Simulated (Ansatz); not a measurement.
# H7N2F: ¹⁴N nuclear quadrupole resonance

Cell: a computed structure from the Materials Project (it need not be an observed phase).

```
H N F
1.0
     8.04838    0.00000    0.00000
     0.00000    5.62965    0.00000
     0.00000    0.00000    7.36770
H N F
28 8 4
Direct
  0.72531 0.78850 0.02829
  0.27469 0.21150 0.52829
  0.77469 0.78850 0.52829
  0.22531 0.21150 0.02829
  0.74558 0.04598 0.14943
  0.25442 0.95402 0.64943
  0.75442 0.04598 0.64943
  0.24558 0.95402 0.14943
  0.63095 0.04440 0.95671
  0.36905 0.95560 0.45671
  0.86905 0.04440 0.45671
  0.13095 0.95560 0.95671
  0.55901 0.90101 0.14622
  0.44099 0.09899 0.64622
  0.94099 0.90101 0.64622
  0.05901 0.09899 0.14622
  0.62979 0.43277 0.56180
  0.37021 0.56723 0.06180
  0.87021 0.43277 0.06180
  0.12979 0.56723 0.56180
  0.73588 0.43151 0.37164
  0.26412 0.56849 0.87164
  0.76412 0.43151 0.87164
  0.23588 0.56849 0.37164
  0.56357 0.59186 0.38692
  0.43643 0.40814 0.88692
  0.93643 0.59186 0.88692
  0.06357 0.40814 0.38692
  0.66367 0.94661 0.07107
  0.33633 0.05339 0.57107
  0.83633 0.94661 0.57107
  0.16367 0.05339 0.07107
  0.66661 0.53648 0.45554
  0.33339 0.46352 0.95554
  0.83339 0.53648 0.95554
  0.16661 0.46352 0.45554
  0.60589 0.19695 0.76259
  0.39411 0.80305 0.26259
  0.89411 0.19695 0.26259
  0.10589 0.80305 0.76259
```

Atom numbers follow the list; atoms alike are taken as one site, whose name carries the number of the first.

Method: Kohn–Sham DFT in Ansatz, PBE, plane waves and PAW, scalar-relativistic, 550 eV cutoff, Γ-centred 3×4×3 k-points, Fermi–Dirac smearing 0.02 eV.

¹⁴N: I = 1, Q = 20.44 mb (year-2017 value). Static lattice, zero field.

Question: Predict the zero-field ¹⁴N lines of each site.

Answer: For I = 1 the lines are ν± = (3/4)|C_Q|(1 ± η/3) and ν₀ = |C_Q|η/2.

```
site           atoms  V_zz (10²¹ V/m²)  C_Q (MHz)     η  line frequencies (MHz)
 N29  29, 30, 31, 32             -0.80     -0.397  0.08    0.0159, 0.290, 0.306
 N33  33, 34, 35, 36             -6.72      -3.32  0.00     0.00586, 2.49, 2.50
```

At N33 V_zz stands upright on the plane through its three neighbours (within 1°).

The largest force is 0.3 eV/Å, so the atoms aren't at the calculated equilibrium and relaxing them would move these values.

The run took 77 s of wall time (77 s of CPU time) and 0.82 GiB at its peak, on 1 thread of Arm Neoverse V1 (aarch64; 8 cores open to the job, memory cap 2.5 GiB, no GPU), a shared host with a load of 0.5 a core.
